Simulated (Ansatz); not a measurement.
Two-dimensional strain map in TaF₃

Level of theory: DFT PBE, scalar-relativistic, plane waves, PAW (Ansatz). Settings: plane waves to 420 eV, k-mesh 12×12×12 (Γ-centred), Gaussian smearing 0.15 eV. Spin–orbit coupling is left out, which can shift energies with elements as heavy as these. No spin polarisation. Energies are free energies at this smearing, counted from the undisturbed cell; pressure is positive in compression.

The undisturbed cell (as given, not relaxed at this level; it stands at 25.5 GPa, and it needn't be the usual structure):

```xyz
4
Lattice="3.9012 0.0000 0.0000 0.0000 3.9012 0.0000 0.0000 0.0000 3.9012" Properties=species:S:1:pos:R:3 pbc="T T T"
Ta    0.0000    0.0000    0.0000
F     1.9506    0.0000    0.0000
F     0.0000    1.9506    0.0000
F     0.0000    0.0000    1.9506
```

The cell is strained by p along both x and y and by q along z, fractional coordinates fixed. Points are written (p, q). At 26 GPa the given cell is far from its own equilibrium, so these figures belong to a strongly strained crystal.

Energy above the undisturbed cell in meV/atom (a dash: not computed):

| p \ q | -0.030 | -0.015 | 0.000 | 0.015 | 0.030 |
| --- | --- | --- | --- | --- | --- |
| -0.030 | 292.6 | 235.9 | 191.4 | 157.5 | 132.8 |
| -0.015 | 180.2 | 125.4 | 82.8 | 50.5 | 27.4 |
| 0.000 | 94.1 | 41.0 | 0.0 | -30.5 | -52.1 |
| 0.015 | 30.8 | -20.9 | -60.2 | -89.2 | -109.2 |
| 0.030 | -12.7 | -63.0 | -100.9 | -128.4 | -146.9 |

Pressure in GPa:

```
 p \ q  -0.030  -0.015  0.000  0.015  0.030
-0.030    48.5    44.1   40.3   37.0   34.0
-0.015    40.0    35.9   32.3   29.2   26.4
 0.000    32.7    28.9   25.5   22.6   20.0
 0.015    26.5    22.9   19.7   16.9   14.5
 0.030    21.2    17.7   14.7   12.1    9.8
```